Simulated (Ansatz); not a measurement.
Relaxed PtSe2 (CdI2 type):

```
PtSe2
1.0
    3.77243     0.00000     0.00000
   -1.88622     3.26702     0.00000
    0.00000     0.00000     4.81683
Pt Se
1 2
Direct
  0.00000   0.00000   0.00000
  0.66667   0.33333   0.26563
  0.33333   0.66667   0.73437
```

Computed with PBE-D3(BJ) (plane waves to 420 eV, PAW, scalar-relativistic; Ansatz, a first-principles code). k mesh 11×11×8 (Γ-centred), Fermi-Dirac smearing 0.05 eV. With partly filled bands, energies and forces of such displacements shift with the k mesh and the smearing. PtSe2 is run without spin polarisation. PtSe2 was relaxed with its symmetry unable to fall. Spin-orbit coupling is left out, though Pt is heavy. The PAW data are Ansatz's earlier set.

One atom of the cell was then moved (with its periodic images), all else fixed, and the forces (eV/Å) came out as:

| atom | Fx | Fy | Fz |
|---|---|---|---|
| Pt1 | 0.000 | -4.420 | 2.717 |
| Se2 | 0.000 | 1.055 | -0.605 |
| Se3 | 0.000 | 3.364 | -2.112 |

Q: Which atom was moved, and by which vector (Å)?

A: Pt1, by (0.00, 0.26, -0.15), 0.30 Å in all.

(A displaced cell: forces are minus the slopes of the energy, force constants its curvatures, and phonons follow from these.)
